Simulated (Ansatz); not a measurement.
Hg4Pt: do energies and stresses tell the same story?

Computed with Ansatz, DFT PBEsol, scalar-relativistic, plane waves, PAW.

Settings: cutoff 420 eV, Γ-centred mesh 8×8×8 on the computed 5-atom cell, Gaussian smearing of 0.10 eV; no spin polarisation.

Relaxed cell: Im-3m, a = 6.230 Å, b = 6.230 Å, c = 6.230 Å, α = 90.00°, β = 90.00°, γ = 90.00°, 5 atoms in the primitive cell. Whether it is the stable form of this composition wasn't checked.

Energies at zero smearing and pressures from the stress tensor, at volumes with shape and atoms relaxed:
| V (Å³/atom) | E − E(first) (meV/atom) | P (GPa) |
| --- | --- | --- |
| 21.277 | 0.00 | 15.06 |
| 22.002 | -56.52 | 10.08 |
| 22.728 | -92.62 | 6.01 |
| 23.453 | -112.01 | 2.67 |
| 24.179 | -117.73 | -0.05 |
| 24.904 | -112.32 | -2.26 |
| 25.629 | -97.89 | -4.05 |
| 26.596 | -67.57 | -5.90 |

Problem. Check P = −dE/dV between neighbouring volumes, and get the bulk modulus from the pressures alone.

Solution. With 1 eV/Å³ = 160.2 GPa:
```csv
middle V (Å³/atom),−ΔE/ΔV (GPa),mean P (GPa)
21.640,12.484,12.572
22.365,7.975,8.045
23.091,4.282,4.340
23.816,1.264,1.313
24.541,-1.194,-1.154
25.267,-3.187,-3.155
26.113,-5.024,-4.977
```

The two differ by 0.09 GPa at most. The mean of two end pressures misses the average over a step by about ΔV² P″/12, up to 0.08 GPa here; with that taken off 0.01 GPa remains. Around V = 24.179 Å³/atom, the two neighbours give B = −V ΔP/ΔV = 24.179 × 4.93 / 1.451 = 82.2 GPa, against B0 = 81.8 GPa from the Birch–Murnaghan fit of the energies.

Spin–orbit coupling is left out, which can shift energies with elements as heavy as these.

Cost: 9 runs of about 3.3 core-minutes in all, on Arm Neoverse V1 (shared hosts).